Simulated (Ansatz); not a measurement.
An elastic tensor (GPa, Voigt order, standard axes) from PBEsol (plane waves, PAW; program Ansatz):

```
 141  27.1  27.1   0.0   0.0   0.0
27.1   141  27.1   0.0   0.0   0.0
27.1  27.1   141   0.0   0.0   0.0
 0.0   0.0   0.0  50.5   0.0   0.0
 0.0   0.0   0.0   0.0  50.5   0.0
 0.0   0.0   0.0   0.0   0.0  50.5
```

**Question.** Which compound is it?
A) Si3Bi4O12, I-43d (Si on 12a, Bi on 16c, O on 48e)
B) EuO, rock salt
C) Mg3CdO4, Pm-3m (Mg on 3c, Cd on 1a, O on 3d, O on 1b)
D) SrFeO3, cubic perovskite

**Answer.** A, Si3Bi4O12, I-43d (Si on 12a, Bi on 16c, O on 48e)

The workflow started from a Materials Project entry (that database holds measured and hypothetical structures alike); the Crystallography Open Database files this formula in space group No. 220, but the cells were not matched. Whether it is the stable phase at ambient conditions was not checked. The PBEsol relaxation kept the symmetry of its start; whether a distortion lowers the energy is not shown. Spin–orbit coupling is left out wherever it is not named.

Potentials: the later of the program's two PAW sets.
